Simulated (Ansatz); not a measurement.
Si2W (MoSi2 or CaC2 type), relaxed with r²SCAN (Ansatz, a program for electronic structure, plane waves, PAW): a = 3.2120 Å, b = 3.2120 Å, c = 7.8067 Å, α = 90.00°, β = 90.00°, γ = 90.00°.

```
Quantity              Value
--------------------  -----
ΔH_f (eV/atom)        -0.31
B₀ by P(V) fit (GPa)    232
```

Task: The same phase is relaxed and computed with PBE in the same code. What are the cell and these values now?

Result: a = b = 3.2293 Å, c = 7.8680 Å, α = β = γ = 90.00°.

- ΔH_f (eV/atom) = -0.34
- B₀ by P(V) fit (GPa) = 217

All cells were relaxed under the symmetry of their starts (and spin orders); stability against distortions was not tested throughout. Rows with no word on spin ran without spin polarisation. Spin–orbit coupling is left out wherever it is not named.

Potentials: the earlier of the program's two PAW sets.

Ansatz is a plane-wave DFT program.

Formation energies count from the lowest solids of the elements computed at the same level, not from gases.
